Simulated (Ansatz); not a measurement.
YSi2, DFT, PBEsol, all-electron PAW with datasets made for the crystal, scalar-relativistic (Ansatz 0.2.0), run on 1 thread of Arm Neoverse V1 on a shared host.

The geometry is COD entry 4344493, unchecked; take it as a test cell. The listed cell was then made from it by scaling, straining or moving an atom.

Command: `ansatz run input.yaml --threads 1 --pin off --max-ram 4096MiB --backend cpu --events-out ev --progress --plain --runs-dir out`

```yaml
crystal:
  lattice:
    - [3.7534011473, 0.0, 0.0]
    - [-1.8767005736, 3.2505407441, 0.0]
    - [0.0, 0.0, 4.14]
  atoms:
    - { symbol: "Y", position: [0.0, 0.0, 0.0] }
    - { symbol: Si, position: [0.3333333333, 0.6666666667, 0.5] }
    - { symbol: Si, position: [0.6666666667, 0.3333333333, 0.5] }
kpoints:
  mp_grid: { grid: [12, 12, 10] }
scf:
  occupations: { method: fermi_dirac, width: 0.05 }
hamiltonian:
  xc: pbesol
  pseudopotentials: { kind: all_electron, datasets: crystal }
output:
  forces: true
  stress: true
  eigenvalues: true
  efg: { contact_densities: true }
```

(1) How large is the problem that the program sets up?

(2) About how long does it take, and how much memory does it use?

(3) And the same cell and mesh by PAW with the default files, asked for forces, stress, eigenvalues, efg, on the same hardware?

Answers

(1) 114 irreducible k-points, 419 plane waves at Γ, 14 bands.

(2) 13 s of wall time for 8 SCF iterations, with a peak of 0.5 GiB. Times on shared machines scatter by tens of per cent.

(3) 7.3 s, peak memory 0.4 GiB.
